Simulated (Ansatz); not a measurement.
With PBE (plane waves, PAW; program Ansatz), ReC in the cubic phase (Pm-3m; Re on 3c, C on 3d) relaxes to a = 4.126 Å. C has 4 nearest neighbours from 2.06 Å (square planar). Against the elements it lies at 0.60 eV/atom, with no fitted shifts.

Electronic character: metallic (no gap). Gap from PBE with spin–orbit coupling: none (metallic).

The bulk modulus is 336 GPa.

The start of the workflow was typed in or built on a structure type; neither database checked (COD, Materials Project) lists it. Whether it is the stable phase at ambient conditions was not checked. The cell was relaxed with PBE under the symmetry of its start; its stability against distortions is not shown here. No spin polarisation was allowed. Its formation energy is positive at this level, so the cell may be metastable or incomplete. The references are the lowest solids computed at this level, not always the standard phases. Spin–orbit coupling is left out wherever it is not named.

Potentials: the earlier of the program's two PAW sets.
